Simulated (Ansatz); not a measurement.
CdTe (CsCl type, space group No. 221) at seven volumes, plane-wave PAW r²SCAN (Ansatz code), scaled uniformly. One row is withheld.

```tsv
V (Å³/atom)	P (GPa)
24.367	5.97
25.171	?
25.974	1.63
26.777	0.00
27.581	-1.36
28.384	-2.49
29.187	-3.44
```

Problem. Fit the shown pressures and predict the withheld one.

Solution. P = (3/2)B₀(x^(7/2) − x^(5/2))[1 + (3/4)(B′ − 4)(x − 1)] with x = (V₀/V)^(2/3). Least squares on the six rows gives V₀ = 26.777 Å³/atom, B₀ = 49.7 GPa, B′ = 5.12. At V = 25.171, x = 1.0421 and P = 3.60 GPa. The run itself gave 3.60 GPa.

Space group Pm-3m (CsCl type). The start of the workflow was typed in or built on a structure type; neither database checked (COD, Materials Project) lists it. It is not the phase usual at ambient conditions (space group No. 216). The cell was relaxed with r²SCAN under the symmetry of its start. At this level the phase is mechanically unstable. The volume moved by 17 % from the start of the relaxation. Scalar-relativistic: spin–orbit coupling is off unless named, which matters more the heavier the elements.

Potentials: the earlier of the program's two PAW sets.
